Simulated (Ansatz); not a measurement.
Relaxed-ion elastic tensor of SnSeS in space group P3m1 (No. 156; Sn on 1b, Se on 1a, S on 1c) in GPa (Voigt order), r²SCAN+D4 (plane waves, PAW; program Ansatz); density 5.11 g/cm³, 24.90 Å³ per atom.

```
 120  32.3  10.2  -0.6   0.0   0.0
32.3   120  10.2   0.6   0.0   0.0
10.2  10.2  25.2   0.0   0.0   0.0
-0.6   0.6   0.0   8.1   0.0   0.0
 0.0   0.0   0.0   0.0   8.1  -0.6
 0.0   0.0   0.0   0.0  -0.6  44.1
```

Task: Is the crystal mechanically stable?

Result: Yes: the smallest eigenvalue of C is 8.1 GPa.

Task: Work out the Voigt, Reuss and Hill averages.

Result: K_V = 41.3, K_R = 22.4, K_H = 31.9; G_V = 26.3, G_R = 13.9, G_H = 20.1 GPa.

Task: Give Young's modulus, Poisson's ratio, Pugh's ratio and the universal anisotropy index.

Result: E = 9KG/(3K + G) = 49.8 GPa; ν = 0.24; K/G = 1.59 (brittle by the Pugh limit of 1.75); A_U = 5G_V/G_R + K_V/K_R − 6 = 5.31.

Task: Estimate the sound speeds and the Debye temperature.

Result: v_l = √((K + 4G/3)/ρ) = 3390 m/s, v_t = √(G/ρ) = 1980 m/s, mean 2200 m/s; Θ = (h/k)(3n/4πV)^(1/3) v_m = 224 K.

Task: How much does each axis shrink under pressure?

Result: Linear compressibilities β_i = Σ_j S_ij (j = 1 to 3): x 4.1, y 4.1, z 36 per TPa.

The first step of the workflow began from a Materials Project structure, measured or hypothetical; the Crystallography Open Database copy checked does not list it. With Se and S taken as one species the cell has the higher symmetry P-3m1, so it may be an ordered model of a mixed-site phase. Whether it is the stable phase at ambient conditions was not checked. The cell was relaxed with r²SCAN+D4 under the symmetry of its start; whether a distortion lowers the energy is not shown. Scalar-relativistic: spin–orbit coupling is off unless named, which matters more the heavier the elements.

Potentials: the later of the program's two PAW sets.
